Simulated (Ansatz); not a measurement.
Method: PBE, no spin polarisation; PAW, plane waves to 420 eV, 9×9×5 Γ-centred mesh, fermi-dirac occupations (width 0.1 eV) (Ansatz 0.2.0), atoms fixed.

Computed maps in the lattice plane spanned by a (left to right, 3.62 Å, 11 points from zero) and b (bottom to top, 3.62 Å, 11 points from zero), 90° apart, at height 0.000 along c. The fields are smooth PAW ones with compensation charges, not the true ones near nuclei.

Valence density. Digits on a logarithmic scale: 0 up to 0.03 e/Å³, each further digit a factor of 1.6, 9 from 1.3 e/Å³ up:
```
99965445699
99766666679
66667777666
55679999765
44679999764
44679999764
55679999765
66667777666
99766666679
99965445699
99965445699
```

**Question.** The cell is BeAs2. Which atoms lie within 0.2 Å of this plane, and where (fractions of a and b)?

**Answer.** As at (0.00, 0.00), As at (0.50, 0.50). The whole cell:
```
As Be
1.0
     3.61580    0.00000    0.00000
     0.00000    3.61580    0.00000
     0.00000    0.00000    7.40566
As Be
4 2
Direct
  0.00000 0.50000 0.33000
  0.50000 0.00000 0.67000
  0.00000 0.00000 0.00000
  0.50000 0.50000 0.00000
  0.00000 0.50000 0.73500
  0.50000 0.00000 0.26500
```

Origin: a known structure type with other elements, at an estimated volume, so it need not be a known compound.
